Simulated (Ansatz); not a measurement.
Te3As2 in space group C2/m (No. 12; Pearson symbol mS20), r²SCAN+D4 (plane waves, PAW; program Ansatz). The conduction-band minimum lies at M2, with 1 equivalent valley. Second derivatives d²E/dk² of the lowest band at one valley (eV·Å²), along Cartesian directions:

```csv
direction,d²E/dk²
[100],3.164
[010],123.7
[001],22.10
[110],63.63
[101],15.57
[011],72.54
```

Q: Find the principal effective masses, the density-of-states mass and the conductivity mass.

A: Off-diagonal terms follow from H_xy = H[110] − (H_xx + H_yy)/2, and m*/mₑ = 7.620 eV·Å² over each eigenvalue: 0.062, 0.34, 2.8. One valley's DOS mass (m₁m₂m₃)^(1/3) = 0.39, conductivity mass 3/(Σ 1/mᵢ) = 0.15 mₑ.

Q: What effective density of states Nc follows at 300 K for parabolic valleys?

A: Nc = 2.509e19 × 1 × (0.39)^(3/2) ≈ 6.1e18 cm⁻³.

The first step of the workflow began from a Materials Project structure, measured or hypothetical; the Crystallography Open Database files this formula in space group No. 12, but the cells were not matched. Its standing as an ambient phase is unchecked. The cell was relaxed with r²SCAN+D4 under the symmetry of its start; its stability against distortions is not shown here. Scalar-relativistic: spin–orbit coupling is off unless named, which matters more the heavier the elements.

Potentials: the later of the program's two PAW sets.

Edges and masses are those of Kohn–Sham bands, whose gap is no quasiparticle gap.
